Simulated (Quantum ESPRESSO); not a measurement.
pw.x input (Quantum ESPRESSO 7.5; LDA, PseudoDojo standard norm-conserving files, scalar-relativistic):

```
&CONTROL
  calculation = 'scf'
  pseudo_dir = './pseudo'
  outdir = './out'
  tprnfor = .true.
  tstress = .true.
/
&SYSTEM
  ibrav = 0
  nat = 10
  ntyp = 3
  ecutwfc = 84.0
  ecutrho = 336.0
  occupations = 'smearing'
  smearing = 'fd'
  degauss = 0.002
  nbnd = 48
/
&ELECTRONS
  conv_thr = 1e-09
/
ATOMIC_SPECIES
F 18.9984 F.upf
Y 88.9058 Y.upf
Cs 132.9055 Cs.upf
CELL_PARAMETERS angstrom
  0.000000000000   4.955595000000   4.955595000000
  4.955595000000   0.000000000000   4.955595000000
  4.955595000000   4.955595000000   0.000000000000
ATOMIC_POSITIONS crystal
F   0.781760000000   0.218240000000   0.218240000000
F   0.218240000000   0.781760000000   0.781760000000
F   0.218240000000   0.781760000000   0.218240000000
F   0.781760000000   0.218240000000   0.781760000000
F   0.218240000000   0.218240000000   0.781760000000
F   0.781760000000   0.781760000000   0.218240000000
Y   0.000000000000   0.000000000000   0.000000000000
Cs   0.750000000000   0.750000000000   0.750000000000
Cs   0.250000000000   0.250000000000   0.250000000000
Cs   0.500000000000   0.500000000000   0.500000000000
K_POINTS automatic
6 6 6 0 0 0
```

End of the output:

```
     total energy              =    -518.66135991 Ry
     estimated scf accuracy    <       0.00000820 Ry
     total energy              =    -518.66136170 Ry
     estimated scf accuracy    <       0.00000042 Ry
     total energy              =    -518.66136211 Ry
     estimated scf accuracy    <       0.00000002 Ry
[...]
     the Fermi energy is     4.3960 ev
!    total energy              =    -518.66136212 Ry
     estimated scf accuracy    <          1.6E-10 Ry
     smearing contrib. (-TS)   =       0.00000000 Ry
     internal energy E=F+TS    =    -518.66136212 Ry
     The total energy is F=E-TS. E is the sum of the following terms:
     one-electron contribution =    -257.88474210 Ry
     hartree contribution      =     167.85493831 Ry
     xc contribution           =    -122.13482219 Ry
     ewald contribution        =    -306.49673614 Ry
     convergence has been achieved in   9 iterations
     Forces acting on atoms (cartesian axes, Ry/au):
     atom    1 type  1   force =    -0.00675082    0.00000000    0.00000000
     atom    2 type  1   force =     0.00675082    0.00000000    0.00000000
     atom    3 type  1   force =     0.00000000   -0.00675082    0.00000000
     atom    4 type  1   force =     0.00000000    0.00675082   -0.00000000
     atom    5 type  1   force =    -0.00000000    0.00000000   -0.00675082
     atom    6 type  1   force =     0.00000000    0.00000000    0.00675082
     atom    7 type  2   force =     0.00000000    0.00000000    0.00000000
     atom    8 type  3   force =    -0.00000000    0.00000000    0.00000000
     atom    9 type  3   force =     0.00000000    0.00000000    0.00000000
     atom   10 type  3   force =     0.00000000   -0.00000000   -0.00000000
     Total force =     0.016536     Total SCF correction =     0.000014
     Computing stress (Cartesian axis) and pressure
          total   stress  (Ry/bohr**3)                   (kbar)     P=      -26.97
  -0.00018337  -0.00000000  -0.00000000          -26.97       -0.00       -0.00
  -0.00000000  -0.00018337  -0.00000000           -0.00      -26.97       -0.00
  -0.00000000   0.00000000  -0.00018337           -0.00        0.00      -26.97
```
In a gapped system the printed Fermi energy is only some level inside the gap.

Geometry of the Materials Project entry, not relaxed at this level.
